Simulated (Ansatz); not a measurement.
Relaxed-ion elastic tensor of AlRu (CsCl type, space group No. 221) in GPa (Voigt order), DFT-r²SCAN in the program Ansatz with PAW potentials; density 8.02 g/cm³, 13.26 Å³ per atom.

```
     1    2    3    4    5    6
-  ---  ---  ---  ---  ---  ---
1  348  158  158  0.0  0.0  0.0
2  158  348  158  0.0  0.0  0.0
3  158  158  348  0.0  0.0  0.0
4  0.0  0.0  0.0  136  0.0  0.0
5  0.0  0.0  0.0  0.0  136  0.0
6  0.0  0.0  0.0  0.0  0.0  136
```

Task: Is the crystal mechanically stable?

Result: Yes: the smallest eigenvalue of C is 136 GPa.

Task: Work out the Voigt, Reuss and Hill averages.

Result: K_V = 221, K_R = 221, K_H = 221; G_V = 120, G_R = 116, G_H = 118 GPa.

Task: Give Young's modulus, Poisson's ratio, Pugh's ratio and the universal anisotropy index.

Result: E = 9KG/(3K + G) = 300 GPa; ν = 0.27; K/G = 1.88 (ductile by the Pugh limit of 1.75); A_U = 5G_V/G_R + K_V/K_R − 6 = 0.15.

Task: Estimate the sound speeds and the Debye temperature.

Result: v_l = √((K + 4G/3)/ρ) = 6870 m/s, v_t = √(G/ρ) = 3830 m/s, mean 4270 m/s; Θ = (h/k)(3n/4πV)^(1/3) v_m = 537 K.

Task: Give the Zener ratio and Young's modulus along [100], [110] and [111].

Result: A = 2C44/(C11 − C12) = 1.42; 1/E = S11 − 2(S11 − S12 − S44/2)Γ with Γ = 0, 1/4, 1/3 gives 250, 311, 338 GPa.

Task: Solve the Christoffel equation for the three sound speeds along [100], [110], [111].

Result: Eigenvalues of C_ijkl n_j n_l equal ρv². In km/s, slowest first: [100] 4.11, 4.11, 6.59; [110] 3.45, 4.11, 6.96; [111] 3.68, 3.68, 7.08.

Space group Pm-3m (CsCl type). The cell was relaxed with r²SCAN under the symmetry of its start. The run is not spin-polarised. As this level gives no gap, shear constants depend on the k-mesh and smearing (Fermi–Dirac, 0.1 eV here).

Potentials: the earlier of the program's two PAW sets.
